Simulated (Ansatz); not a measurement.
Ag3Pt (Cu3Au type, Pm-3m) under volume change, the program Ansatz at the LDA level (PAW), scaled uniformly.

```
V (Å³/atom)  E − E(relaxed) (meV/atom)  P (GPa)
-----------  -------------------------  -------
14.185                            84.4    21.37
14.653                            34.9    12.81
15.120                             8.1     5.77
15.588                             0.0     0.01
16.055                             7.1    -4.70
16.523                            26.6    -8.56
16.991                            56.4   -11.74
```

Q: What does a third-order Birch–Murnaghan fit give for V₀, B₀ and B′?

A: V₀ = 15.59 Å³/atom, B₀ = 174 GPa, B′ = 5.6.

The workflow started from a Materials Project entry (that database holds measured and hypothetical structures alike); the Crystallography Open Database files this formula in space group No. 221, but the cells were not matched. Whether it is the stable phase at ambient conditions was not checked. The LDA relaxation kept the symmetry of its start; of distortions, only those at the zone centre were tested. No spin polarisation was allowed. Spin–orbit coupling is left out wherever it is not named.

Potentials: the later of the program's two PAW sets.
